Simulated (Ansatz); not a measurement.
Consider the following.

BiRhS:
```cif
data_Bi4Rh4S4
_chemical_formula_sum 'Bi4 Rh4 S4'
_space_group_name_H-M_alt 'P213'
_space_group_IT_number 198
_space_group_name_Hall 'P 2ac 2ab 3'
_cell_length_a 6.18264
_cell_length_b 6.18264
_cell_length_c 6.18264
_cell_angle_alpha 90.000
_cell_angle_beta 90.000
_cell_angle_gamma 90.000
loop_
_atom_site_label
_atom_site_type_symbol
_atom_site_symmetry_multiplicity
_atom_site_Wyckoff_symbol
_atom_site_fract_x
_atom_site_fract_y
_atom_site_fract_z
_atom_site_occupancy
Bi1 Bi 4 a 0.87226 0.87226 0.87226 1
Rh1 Rh 4 a 0.52049 0.52049 0.52049 1
S1 S 4 a 0.11849 0.11849 0.11849 1
```

This is the r²SCAN-relaxed structure.

### Question
All from the program Ansatz at the r²SCAN level (PAW), unless another level is named. Estimate the electron effective mass.

### Answer
0.39, 0.39, 0.83 mₑ (principal values).

### Question
Next, the HSE06 gap on the r²SCAN cell?

### Answer
0.93 eV.

### Question
Predict the band gap.

### Answer
0.59 eV (indirect).

### Question
Next, the conduction-band minimum?

### Answer
on the Γ–R line, 92 % of the way from Γ (8 equivalent valleys).

Space group P2_13. The first step of the workflow began from a Materials Project structure, measured or hypothetical; the Crystallography Open Database copy checked does not list it. Whether it is the stable phase at ambient conditions was not checked. Symmetry was held in the r²SCAN relaxation; whether a distortion lowers the energy is not shown. The run is not spin-polarised. Spin–orbit coupling is left out wherever it is not named.

Potentials: the later of the program's two PAW sets.
